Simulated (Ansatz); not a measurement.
# Vibrational response of Ir2Ru

Computed with DFT PBE, scalar-relativistic, plane waves, PAW (Ansatz). Plane waves to 420 eV; Γ-centred k mesh 18×18×4; Fermi-Dirac smearing of 0.15 eV. No spin polarisation. Phonons by linear response, acoustic sum rule imposed.

Equilibrium structure at this level:
```yaml
crystal:
  lattice:
    - [2.74319, 0.00000, 0.00000]
    - [-1.37160, 2.37567, 0.00000]
    - [0.00000, 0.00000, 13.17317]
  atoms:
    - { symbol: Ru, position: [0.00000, 0.00000, 0.66527] }
    - { symbol: Ru, position: [0.00000, 0.00000, 0.33473] }
    - { symbol: Ir, position: [0.00000, 0.00000, 0.00000] }
    - { symbol: Ir, position: [0.33333, 0.66667, 0.82923] }
    - { symbol: Ir, position: [0.33333, 0.66667, 0.17077] }
    - { symbol: Ir, position: [0.33333, 0.66667, 0.50000] }
```

The structure comes from a generated guess, relaxed at this level; another structure or a mixture of phases may lie lower. In a metal, frequencies depend on the k mesh and the smearing, soft modes most. Spin–orbit coupling is left out, which matters for heavy elements.

Optical modes at Γ:
| frequency (cm⁻¹) | degeneracy |
| --- | --- |
| 67 | 2 |
| 69 | 2 |
| 109 | 2 |
| 123 | 1 |
| 127 | 1 |
| 154 | 2 |
| 160 | 2 |
| 178 | 1 |
| 225 | 1 |
| 228 | 1 |

All 15 optical modes at Γ are real: no displacement of atoms at fixed cell lowers the energy to second order. Strains and modes at other wave vectors aren't tested by this run.
